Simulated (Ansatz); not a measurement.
Given:

Sb$_{2}$W:
```
CELL_PARAMETERS angstrom
      1.68046    -6.41642     0.00000
      1.68046     6.41642     0.00000
      0.00000     0.00000     5.94383
ATOMIC_POSITIONS crystal
  W  0.89977 0.10023 0.49938
  W  0.10023 0.89977 0.99938
  Sb 0.56043 0.43957 0.36105
  Sb 0.43957 0.56043 0.86105
  Sb 0.29098 0.70902 0.21458
  Sb 0.70902 0.29098 0.71458
```

This is the PBEsol-relaxed structure.

Q: All from PBEsol (plane waves, PAW; program Ansatz), unless another level is named. Estimate the electronic character.

A: metallic (no gap).

Q: Give the formation energy from the elements (no fitted shifts).

A: 0.31 eV/atom.

Q: Give the density of states at the Fermi level.

A: 0.20 states/eV per atom (mean over ±0.08 eV).

Space group Cmc2_1. The start of the workflow was typed in or built on a structure type; neither database checked (COD, Materials Project) lists it. Its standing as an ambient phase is unchecked. The cell was relaxed with PBEsol under the symmetry of its start; its stability against distortions is not shown here. The run is not spin-polarised. The volume moved by -21 % from the start of the relaxation. Its formation energy is positive at this level, so the cell may be metastable or incomplete. The references are the lowest solids computed at this level, not always the standard phases. Scalar-relativistic: spin–orbit coupling is off unless named, which matters more the heavier the elements.

Potentials: the later of the program's two PAW sets.
